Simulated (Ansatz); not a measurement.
HfC (rock salt, Fm-3m) under volume change, plane-wave PAW r²SCAN (Ansatz code), scaled uniformly.

```json
[
 {"V (Å³/atom)": "11.368", "E − E(relaxed) (meV/atom)": "89.9", "P (GPa)": "27.64"},
 {"V (Å³/atom)": "11.743", "E − E(relaxed) (meV/atom)": "37.9", "P (GPa)": "17.06"},
 {"V (Å³/atom)": "12.118", "E − E(relaxed) (meV/atom)": "9.0", "P (GPa)": "7.90"},
 {"V (Å³/atom)": "12.492", "E − E(relaxed) (meV/atom)": "0.0", "P (GPa)": "0.00"},
 {"V (Å³/atom)": "12.867", "E − E(relaxed) (meV/atom)": "8.2", "P (GPa)": "-6.83"},
 {"V (Å³/atom)": "13.242", "E − E(relaxed) (meV/atom)": "31.2", "P (GPa)": "-12.72"},
 {"V (Å³/atom)": "13.617", "E − E(relaxed) (meV/atom)": "67.1", "P (GPa)": "-17.81"}
]
```

Q: What does a third-order Birch–Murnaghan fit give for V₀, B₀ and B′?

A: V₀ = 12.49 Å³/atom, B₀ = 244 GPa, B′ = 3.9.

The r²SCAN relaxation kept the symmetry of its start. The run is not spin-polarised. Spin–orbit coupling is left out wherever it is not named.

Potentials: the later of the program's two PAW sets.
